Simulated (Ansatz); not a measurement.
TiH8N2F6:
Space group P-3m1 (No. 164); a = 5.884 Å, b = 5.884 Å, c = 4.637 Å, α = 90.00°, β = 90.00°, γ = 120.00°

| atom | site | symmetry | x | y | z |
|---|---|---|---|---|---|
| Ti | 1a | -3m. | 0.0000 | 0.0000 | 0.0000 |
| H | 2d | 3m. | 0.3333 | 0.6667 | 0.0842 |
| H | 6i | .m. | 0.2393 | 0.4786 | 0.3804 |
| N | 2d | 3m. | 0.3333 | 0.6667 | 0.3042 |
| F | 6i | .m. | 0.3029 | 0.1515 | 0.2289 |

Relaxed with r²SCAN+D4. r²SCAN+D4 (plane waves, PAW; program Ansatz) gives a gap of 5.52 eV.

Q: What gap does HSE06 give on the same cell (Ansatz, PAW)?

A: 7.19 eV, 1.67 eV more. The hybrid was solved on a coarser mesh and at special points; its gap is the smallest among all of these.

```tsv
k	v1 r²SCAN+D4	c1 r²SCAN+D4	v1 HSE06	c1 HSE06
Γ	0.00	5.52	0.00	7.19
A	-0.05	5.58	(withheld)	(withheld)
K	-0.12	5.58	-0.12	7.25
H	-0.14	5.59	(withheld)	(withheld)
M	-0.08	5.55	(withheld)	(withheld)
L	-0.06	5.55	(withheld)	(withheld)
```

Q: Top valence (v1) and lowest conduction level (c1) in eV from each method's valence maximum (which need not be a listed point): supply the withheld HSE06 values.

A: 
- L, v1 HSE06: -0.06
- L, c1 HSE06: 7.22
- M, v1 HSE06: -0.08
- M, c1 HSE06: 7.22
- H, v1 HSE06: -0.14
- H, c1 HSE06: 7.26
- A, v1 HSE06: -0.06
- A, c1 HSE06: 7.25

Cost on shared cores: the r²SCAN+D4 run (SCF on a 6×6×6 mesh, then bands and DOS) very roughly 4 core-minutes, the HSE06 run (SCF on 3×3×4, then a few points) about 4 core-minutes (a rough figure); the tasks are unlike.

The workflow started from a Materials Project entry (that database holds measured and hypothetical structures alike); the Crystallography Open Database files this formula in space group No. 164, but the cells were not matched. Whether it is the stable phase at ambient conditions was not checked. The r²SCAN+D4 relaxation kept the symmetry of its start; whether a distortion lowers the energy is not shown. No spin polarisation was allowed.

Potentials: the later of the program's two PAW sets.
